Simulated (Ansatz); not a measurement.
**Relaxing a structure of Ru**

The start is a generated trial cell of Ru in the beta-W structure type. The cell and all atomic positions are relaxed at zero pressure with r2SCAN (plane waves to 500 eV, PAW, scalar-relativistic; Ansatz, a program for electronic structure). First-step values are on the input's coarse k-mesh.

Ansatz input (later rounds restart from its end on a renewed k-mesh):
Ansatz 0.2 input:
```yaml
crystal:
  lattice:
    - [4.793791, 0, 0]
    - [0, 4.793791, 0]
    - [0, 0, 4.793791]
  atoms:
    - { symbol: Ru, position: [0.25, 0, 0.5] }
    - { symbol: Ru, position: [0.75, 0, 0.5] }
    - { symbol: Ru, position: [0, 0.5, 0.25] }
    - { symbol: Ru, position: [0, 0.5, 0.75] }
    - { symbol: Ru, position: [0.5, 0.25, 0] }
    - { symbol: Ru, position: [0.5, 0.75, 0] }
    - { symbol: Ru, position: [0, 0, 0] }
    - { symbol: Ru, position: [0.5, 0.5, 0.5] }
basis: { ecutwfc: 500, ecutrho_ratio: 4, xc_grid: 4, fft_grid_basis: typed }
kpoints: { mp_grid: { grid: [7, 7, 7] } }
hamiltonian:
  xc: r2scan
  dispersion: none
  pseudopotentials: { azcp: { folder: ./paw }, kind: paw }
scf: { occupations: { method: fermi_dirac, width: 0.05 } }
relax: { f_tol: 0.01, max_steps: 100, cell: { stress_tol: 0.02 } }
output: { forces: true, stress: true }
```

Question: What pressure does the first self-consistent step give?

Answer: +3.7 GPa (positive: the cell is compressed).

Question: By how much does the energy per atom fall from start to end?

Answer: Under 0.01 eV/atom.

Question: How does the volume per atom move from start to end?

Answer: +1.2 %, from 13.77 to 13.93 Å³/atom.

Question: How do the shortest distances between atoms change?

Answer: The closest pairs of elements (up to four, under 3.6 Å), start → end: Ru–Ru 2.40 → 2.41 Å.

Question: What band gap does the relaxed structure have at this level?

Answer: Zero (metallic).

Question: Write out the relaxed structure.

Answer: 
Space group Pm-3n (No. 223); a = 4.813 Å, b = 4.813 Å, c = 4.813 Å, α = 90.00°, β = 90.00°, γ = 90.00°

```json
[
 {"atom": "Ru", "site": "6c", "symmetry": "-4m.2", "x": "0.0000", "y": "0.5000", "z": "0.2500"},
 {"atom": "Ru", "site": "2a", "symmetry": "m-3.", "x": "0.0000", "y": "0.0000", "z": "0.0000"}
]
```

The space group stays Pm-3n (No. 223) (the run could not lower it), with 8 atoms in the primitive cell. Final values are on a 10×10×10 k-mesh of the relaxed cell. No spin polarisation in the result.

The run could not lose the symmetry of its start: the end is stationary, and may be a saddle point rather than a minimum.

All atoms sit on sites fixed by symmetry, so only the cell could relax.

The relaxed structure here is a generated cell of Ru: the first start was made by placing the elements on the sites of a structure type, and the end was not matched to a known phase here, so it may be hypothetical. Known forms of Ru include space group No. 194.
